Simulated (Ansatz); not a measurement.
This run works on a generated trial structure, not on a known crystal.

Input and command of a plane-wave DFT calculation in Ansatz:

```yaml
crystal:
  lattice:
    - [5.7690122082, 0.0, 0.0]
    - [0.0, 5.7690122082, 0.0]
    - [0.0, 0.0, 5.434426318]
  atoms:
    - { symbol: "Y", position: [0.7272512133, 0.2727487867, 0.0] }
    - { symbol: "Y", position: [0.2727487867, 0.7272512133, 0.0] }
    - { symbol: "Y", position: [0.2727487867, 0.2727487867, 0.5] }
    - { symbol: "Y", position: [0.7272512133, 0.7272512133, 0.5] }
    - { symbol: F, position: [0.5, 0.0, 0.75] }
    - { symbol: F, position: [0.5, 0.0, 0.25] }
    - { symbol: F, position: [0.0, 0.5, 0.75] }
    - { symbol: F, position: [0.0, 0.5, 0.25] }
    - { symbol: F, position: [0.0, 0.0, 0.75] }
    - { symbol: F, position: [0.0, 0.0, 0.25] }
basis:
  ecutwfc: 420
kpoints:
  mp_grid: { grid: [6, 6, 6] }
hamiltonian:
  xc: pbe
scf:
  occupations: { method: gaussian, width: 0.1 }
output:
  forces: true
  stress: true
  eigenvalues: true
  write_density: true
  write_potential: true
  elf: true
  volumetric_format: npy
relax:
  adjacent_minimum: "off"
  f_tol: 0.01
  max_steps: 30
  cell: { stress_tol: 0.1, fix: [volume] }
```

```bash
ansatz run input.yaml --threads 1 --pin off --max-ram 2560MiB --backend cpu --events-out ev --progress --plain --runs-dir out
```

Processor: Arm Neoverse V2, 1 thread, on a host shared with other jobs.

Question: How long does it run, and how much memory does it take?

Answer: About 100 s, peak memory 0.57 GiB. It solves 53 bands at 40 k points (after reduction by symmetry) with about 3559 plane waves, in 31 SCF iterations over 4 ionic steps.
